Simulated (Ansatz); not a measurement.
PbSe (rock salt, Fm-3m), DFT-PBE in the program Ansatz with PAW potentials. The conduction-band minimum lies at L, with 4 equivalent valleys. Second derivatives d²E/dk² of the lowest band at one valley (eV·Å²), along Cartesian directions:

```tsv
direction	d²E/dk²
[100]	58.19
[010]	58.19
[001]	58.19
[110]	54.67
[101]	61.88
[011]	61.88
```

### Question
Find the principal effective masses, the density-of-states mass and the conductivity mass.

### Answer
Off-diagonal terms follow from H_xy = H[110] − (H_xx + H_yy)/2, and m*/mₑ = 7.620 eV·Å² over each eigenvalue: 0.12, 0.12, 0.15. One valley's DOS mass (m₁m₂m₃)^(1/3) = 0.13, conductivity mass 3/(Σ 1/mᵢ) = 0.13 mₑ.

### Question
What effective density of states Nc follows at 300 K for parabolic valleys?

### Answer
Nc = 2.509e19 × 4 × (0.13)^(3/2) ≈ 4.7e18 cm⁻³.

The PBE relaxation kept the symmetry of its start; of distortions, only those at the zone centre were tested. Scalar-relativistic: spin–orbit coupling is off unless named, which matters more the heavier the elements.

Potentials: the later of the program's two PAW sets.

Edges and masses are those of Kohn–Sham bands, whose gap is no quasiparticle gap.
